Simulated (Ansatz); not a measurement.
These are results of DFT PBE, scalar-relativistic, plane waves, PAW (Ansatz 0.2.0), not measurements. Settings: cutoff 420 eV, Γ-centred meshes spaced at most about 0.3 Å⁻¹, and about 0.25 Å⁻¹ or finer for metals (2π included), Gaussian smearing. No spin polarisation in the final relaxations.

All energies are static (0 K, no zero-point motion).

Two relaxed structures of Zr3ZnN2:

A. Space group P6/mmm (No. 191), hexagonal, a = 5.970 Å, c = 3.094 Å. Zr is surrounded by 4 N at 2.32 Å, 2 Zn at 2.99 Å and 6 Zr at 2.99–3.09 Å; Zn is surrounded by 6 Zr at 2.99 Å and 2 Zn at 3.09 Å; around N lie 6 Zr at 2.32 Å.

B. Space group Cmmm (No. 65), orthorhombic, a = 5.708 Å, b = 12.327 Å, c = 3.078 Å. Zr on a site of symmetry m2m has 4 N at 2.15 Å, 1 Zn at 2.61 Å and 4 Zr at 3.01–3.08 Å; Zr on a site of symmetry mmm is surrounded by 2 Zr at 3.08 Å, 4 Zn at 3.24 Å and 4 N at 3.40 Å; around Zn lie 2 Zr at 2.61 Å, 2 Zn at 3.08 Å and 4 Zr at 3.24 Å; N has 4 Zr at 2.15 Å, 2 N at 2.85 Å, 2 N at 3.08 Å and 2 Zr at 3.40 Å.

Question: Which is lower in energy, and by how much?

Answer: A is lower, by 234 meV/atom. A has space group P6/mmm (No. 191), 15.9 Å³/atom and no gap on its mesh; B has space group Cmmm (No. 65), 18.1 Å³/atom and no gap. Counting N atoms around Zn and Zr (those within 1.25 times the shortest such distance or 1.15 times the sum of covalent radii, 1.27 where that leaves under three; the shortest distance is added where it exceeds 1.18 times the sum of covalent radii; a slash parts the counts of unlike sites), A has Zr 4, Zn 12 from 3.8 Å and B has Zr 4/4 from 3.4 Å, Zn 8 from 3.7 Å. The denser one is the lower, and pressure would at first widen the difference. Both come from invented guesses.

Cells relaxed within their symmetry can be saddle points.
